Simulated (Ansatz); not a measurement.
An elastic tensor (GPa, Voigt order, standard axes) from the program Ansatz at the PBEsol level (PAW):

```
 210  97.5  97.5   0.0   0.0   0.0
97.5   210  97.5   0.0   0.0   0.0
97.5  97.5   210   0.0   0.0   0.0
 0.0   0.0   0.0   118   0.0   0.0
 0.0   0.0   0.0   0.0   118   0.0
 0.0   0.0   0.0   0.0   0.0   118
```

Question: Which of these materials gives this?
(A) C, diamond
(B) MgTe, zinc blende
(C) SnC, zinc blende
(D) HfC, rock salt

Answer: C, SnC, zinc blende

Space group F-43m (zinc blende). The start of the workflow was typed in or built on a structure type; neither database checked (COD, Materials Project) lists it. Its standing as an ambient phase is unchecked. The cell was relaxed with PBEsol under the symmetry of its start; whether a distortion lowers the energy is not shown. Its formation energy is positive at this level, so the cell may be metastable or incomplete. Scalar-relativistic: spin–orbit coupling is off unless named, which matters more the heavier the elements.

Potentials: the later of the program's two PAW sets.
